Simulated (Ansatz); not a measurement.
According to PBE+D3(BJ) in the plane-wave PAW code Ansatz, CuI in the hexagonal phase (P6_422; Cu on 3d, I on 3c) relaxes to a = 4.167 Å, c = 9.642 Å. Its formation energy from the elements is 0.030 eV/atom, with no fitted shifts.

It is gapped at this level: 0.69 eV (indirect). The valence maximum lies at A and the conduction minimum at Γ. Electrons at the band edge weigh 0.13, 0.14, 0.14 mₑ (principal values). The hole mass is 0.35, 0.35, 0.62 mₑ (principal values). The magnetic state found is non-magnetic (starting moments vanished).

An equation-of-state fit gives a bulk modulus of 50.2 GPa.

The start of the workflow was typed in or built on a structure type; neither database checked (COD, Materials Project) lists it. It is not the phase usual at ambient conditions (space group No. 216). Symmetry was held in the PBE+D3(BJ) relaxation; whether a distortion lowers the energy is not shown. The workflow began spin-polarised and lost its moments. The volume moved by -32 % from the start of the relaxation. Point labels and valley counts follow the cell and symmetry of the run, lower than the named group. The references are the lowest solids computed at this level, not always the standard phases. Spin–orbit coupling is left out wherever it is not named.

Potentials: the earlier of the program's two PAW sets.
